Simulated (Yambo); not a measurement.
A G0W0@PBEsol run in Yambo for TlAlF₄ (space group P4/mmm, No. 123) (4×4×2 Γ-centred k mesh, 160 bands and a 8 Ry block in the screening, 160 bands in G with the Bruneval-Gonze terminator, plasmon pole fitted at 27.2 eV) gives these matrix elements, in eV, at the band edges (R → X):

```json
[
 {"state": "valence edge", "E0": "0.000", "<Vxc>": "-19.822", "<Σx>": "-25.218", "<Σc(E0)>": "3.015", "Z": "0.821"},
 {"state": "conduction edge", "E0": "4.184", "<Vxc>": "-10.389", "<Σx>": "-7.284", "<Σc(E0)>": "-2.184", "Z": "0.866"}
]
```

### Question
Solve the linearised quasiparticle equation for both states, give the gap, and say how exchange and correlation each act on it.

### Answer
E = E0 + Z(Σx + Σc − Vxc). Valence: 0.000 + 0.821 × (-25.218 + (3.015) − (-19.822)) = -1.96 eV. Conduction: 4.184 + 0.866 × (-7.284 + (-2.184) − (-10.389)) = 4.98 eV. The gap is 6.94 eV, against 4.18 eV in PBEsol. Replacing Vxc by bare exchange alone would open it by 8.50 eV; correlation takes back 5.20 eV of that, and Z scales what is left. Nearest settings tried, and what they do to the gap: 63 bands in W, 63 bands in G: +40 meV; 7 Ry block (183 vectors against 223): -4 meV. Not varied: mesh. So the settings aren't converged at that level. Spin-orbit coupling is left out; with 6p states at a band edge it can lower the gap by many tenths of an eV, most of a small gap.

The standard potential for Tl keeps a d shell in the valence without the s and p states of that shell. In tests on such compounds this moved G0W0 gaps by up to about 0.9 eV, so absolute quasiparticle energies here are unreliable; differences between settings are what counts.

Geometry relaxed with PBE+D3(BJ); primitive cell a = 3.7011 Å, b = 3.7011 Å, c = 6.4333 Å, α = 90.00°, β = 90.00°, γ = 90.00°.
